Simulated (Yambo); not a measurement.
Yambo input for CaI2 (CdI2 type, space group P-3m1, No. 164) (a = b = 4.4322 Å, c = 6.9195 Å, α = β = 90.00°, γ = 120.00°), on PBEsol (pw.x of Quantum ESPRESSO, ONCV potentials, with spin-orbit coupling) wavefunctions on a 6×6×2 mesh:

```
optics
chi
dipoles
kernel
FFTGvecs= 40 Ry
Chimod= "HARTREE"
NGsBlkXd= 4 Ry
% QpntsRXd
 1 | 1 |
%
% BndsRnXd
 1 | 174 |
%
GrFnTpXd= "R"
% EnRngeXd
 0.0 | 20.0 | eV
%
% DmRngeXd
 0.2 | 0.2 | eV
%
CGrdSpXd= 50
ETStpsXd= 161
% LongDrXd
 1.0 | 0.0 | 0.0 |
%
```

First lines of the file o-*.eps_q1_inv_rpa_dyson:

```
Absorption @ Q(1):   1.00000000     0.00000000     0.00000000    [q->0 direction]
#
# [ X ] Hartree size     :  123
# [GEN] GF Energies     : Perdew, Burke & Ernzerhof SOL(X)+Perdew, Burke & Ernzerhof SOL(C)
# [GEN] Green`s Function     : Retarded
#
# [GEN] Gauge     : Length
# [GEN] [r,Vnl] included     : yes
#
#    E[1] [eV]     Im(eps)     Re(eps)     Im(eps_o)     Re(eps_o)
#
     0.000000     0.91243E-09     3.798202     -0.31374E-17     4.583475
     0.125000     0.003519     3.799295     0.004817     4.584970
     0.250000     0.007062     3.802581     0.009667     4.589468
     0.375000     0.010652     3.808081     0.014584     4.596997
     0.500000     0.014315     3.815832     0.019602     4.607610
     0.625000     0.018077     3.825888     0.024760     4.621380
     0.750000     0.021967     3.838318     0.030097     4.638404
     0.875000     0.026017     3.853209     0.035657     4.658807
     1.000000     0.030262     3.870671     0.041490     4.682739
     1.125000     0.034742     3.890834     0.047652     4.710384
     1.250000     0.039504     3.913855     0.054209     4.741963
     1.375000     0.044600     3.939923     0.061235     4.777739
     1.500000     0.050096     3.969260     0.068821     4.818022
     1.625000     0.056067     4.002130     0.077073     4.863186
     1.750000     0.062608     4.038850     0.086124     4.913671
     1.875000     0.069832     4.079795     0.096133     4.970005
     2.000000     0.077884     4.125417     0.107305     5.032825
     2.125000     0.086947     4.176265     0.119895     5.102897
     2.250000     0.097260     4.233007     0.134239     5.181159
     2.375000     0.109137     4.296466     0.150777     5.268768
     2.500000     0.123004     4.367673     0.170105     5.367169
     2.625000     0.139452     4.447931     0.193051     5.478192
     2.750000     0.159330     4.538925     0.220796     5.604196
     2.875000     0.183895     4.642865     0.255094     5.748281
     3.000000     0.215103     4.762719     0.298655     5.914602
     3.125000     0.256151     4.902555     0.355899     6.108848
     3.250000     0.312633     5.068018     0.434508     6.338925
     3.375000     0.395135     5.266805     0.548931     6.615654
     3.500000     0.525494     5.507707     0.728779     6.951774
     3.625000     0.750278     5.789818     1.037360     7.348643
     3.750000     1.143340     6.054382     1.581143     7.732991
     3.875000     1.708610     6.116287     2.382544     7.844489
     4.000000     2.105295     5.888434     2.978096     7.549205
```
(The file goes on to the top of the energy range.) Convergence of the RPA response with its 6×6×2 mesh was not tested.

Geometry relaxed with PBE+D3(BJ).
